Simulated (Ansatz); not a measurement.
TlBr (P6_3/mmc), relaxed with PBE (Ansatz, a program for electronic structure, plane waves, PAW): a = 5.708 Å, b = 5.708 Å, c = 6.745 Å, α = 90.00°, β = 90.00°, γ = 120.00°.

- gap (eV): 3.09
- B₀ by P(V) fit (GPa): 12.5

Task: The same phase is relaxed and computed with HSE06 in the same code. What are the cell and these values now?

Result: a = b = 5.7146 Å, c = 6.6789 Å, α = β = 90.00°, γ = 120.00°.

- gap (eV): 3.86
- B₀ by P(V) fit (GPa): 12.6

Constructed cells (a structure type filled with these elements, in neither database checked): TlBr, P6_3/mmc (Tl on 2c, Br on 2d). All cells were relaxed under the symmetry of their starts (and spin orders); stability against distortions was not tested throughout. Scalar-relativistic: spin–orbit coupling is off unless named, which matters more the heavier the elements.

Potentials: the later of the program's two PAW sets.

Ansatz is a plane-wave DFT program.
